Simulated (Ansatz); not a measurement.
The calculation used DFT PBE, scalar-relativistic, plane waves, PAW (Ansatz). All cells share a 420 eV cutoff and Γ-centred k meshes spaced at most about 0.3 Å⁻¹ (about 0.25 or finer for metals, 2π included). No spin polarisation in the final relaxations.

These are static total energies at zero pressure. All come from trial cells, and lower structures may exist.

Task: Which of these relaxed structures of MgCdO is the lowest in energy?
A. Space group Pmm2 (No. 25), orthorhombic, a = 3.172 Å, b = 3.405 Å, c = 4.840 Å. Around Mg lie 2 O at 1.93 Å; Cd is surrounded by 2 O at 2.32 Å; around O lie 2 Mg at 1.93 Å and 2 Cd at 2.32 Å.
B. Space group P4/mmm (No. 123), tetragonal, a = 2.875 Å, c = 6.003 Å. Mg has 4 O at 2.03 Å and 4 Mg at 2.87 Å; Cd has 4 Cd at 2.87 Å and 2 O at 3.00 Å; O has 4 Mg at 2.03 Å, 4 O at 2.87 Å and 2 Cd at 3.00 Å.
C. Space group Cmcm (No. 63), orthorhombic, a = 2.868 Å, b = 12.387 Å, c = 5.628 Å. Mg has 4 O at 2.02 Å and 4 Mg at 2.81–2.87 Å; Cd has 1 O at 2.70 Å and 2 Cd at 2.87 Å; O has 4 Mg at 2.02 Å and 1 Cd at 2.70 Å.
D. Space group P4/nmm (No. 129), tetragonal, a = 4.018 Å, c = 7.494 Å. Mg is surrounded by 4 O at 2.01 Å and 4 Mg at 2.85 Å; around Cd lie 4 Cd at 2.93 Å; O is surrounded by 4 Mg at 2.01 Å.

Result: C. It has space group Cmcm (No. 63); the next, B, with space group P4/mmm (No. 123), lies 23 meV/atom higher. Counting O atoms around Cd and Mg (those within 1.25 times the shortest such distance or 1.15 times the sum of covalent radii; the shortest distance is added where it is long for a bond), the lowest has Mg 4, Cd 1 from 2.7 Å and the next has Mg 4, Cd 2 from 3.0 Å.

Cells relaxed within their symmetry can be saddle points. Some candidate types were left out of the draw beforehand, so a known form may be missing.
